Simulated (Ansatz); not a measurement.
Tl, DFT, LDA, all-electron LAPW, scalar-relativistic (Ansatz 0.2.0), run on 1 thread of Intel(R) Xeon(R) 6975P-C (Granite Rapids) on a shared host.

The geometry is COD entry 9008519, unchecked; take it as a test cell. The listed cell was then made from it by scaling, straining or moving an atom.

Command: `ansatz run input.yaml --threads 1 --pin off --max-ram 3072MiB --backend cpu --events-out ev --progress --plain --runs-dir out`

```yaml
crystal:
  lattice:
    - [3.4905583401, 0.0, 0.0]
    - [-1.7452791701, 3.0229121959, 0.0]
    - [0.0, 0.0, 5.525]
  atoms:
    - { symbol: Tl, position: [0.3333333333, 0.6666666667, 0.25] }
    - { symbol: Tl, position: [0.6666666667, 0.3333333333, 0.75] }
kpoints:
  mp_grid: { grid: [11, 11, 6] }
  band_path:
    path:
      - [0.0, 0.0, 0.0]
      - [0.5, 0.0, 0.0]
      - [0.3333333333, 0.3333333333, 0.0]
      - [0.0, 0.0, 0.0]
      - [0.0, 0.0, 0.5]
      - [0.5, 0.0, 0.5]
      - [0.3333333333, 0.3333333333, 0.5]
      - [0.0, 0.0, 0.5]
      - [0.5, 0.0, 0.5]
    npoints: 5
scf:
  occupations: { method: fermi_dirac, width: 0.05 }
hamiltonian:
  xc: lda
  pseudopotentials: { kind: all_electron, lapw: { basis_error: 0.0005 } }
output:
  forces: true
  stress: true
  eigenvalues: true
```

**Question.** How large is the problem that the program sets up?

**Answer.** 64 irreducible k-points, 313 plane waves at Γ, 42 bands.

**Question.** About how long does it take, and how much memory does it use?

**Answer.** 13 s of wall time for 6 SCF iterations, with a peak of 0.42 GiB. Times on shared machines scatter by tens of per cent.
